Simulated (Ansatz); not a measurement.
Values for one crystal, relaxed and computed with the program Ansatz at the PBE level (PAW); other levels are named.

| Property | Value |
|---|---|
| Volume per atom | 14.10 Å³ |
| Electronic character | metallic (no gap) |
| Bulk modulus (Birch–Murnaghan fit) | 168 GPa |
| Formation energy from the elements (no fitted shifts) | 37 meV/atom |
| Pressure derivative B′ | 5.1 |
| Density of states at the Fermi level | 0.27 states/eV per atom (mean over ±0.08 eV) |
| Gap with spin–orbit coupling | none (metallic) |

Question: Which of these materials gives this?
A) AlC2N, R3m (Al on 3a, N on 3a, C on 3a, C on 3a)
B) AlPd3N, anti-perovskite
C) MgCu3H, anti-perovskite
D) Al2O, anti-fluorite

Answer: B, AlPd3N, anti-perovskite

Space group Pm-3m (anti-perovskite). The start of the workflow was typed in or built on a structure type; neither database checked (COD, Materials Project) lists it. Its standing as an ambient phase is unchecked. The cell was relaxed with PBE under the symmetry of its start; its stability against distortions is not shown here. The run is not spin-polarised. The volume moved by 19 % from the start of the relaxation. The references are the lowest solids computed at this level, not always the standard phases (solids in place of the gases). Scalar-relativistic: spin–orbit coupling is off unless named, which matters more the heavier the elements.

Potentials: the earlier of the program's two PAW sets.
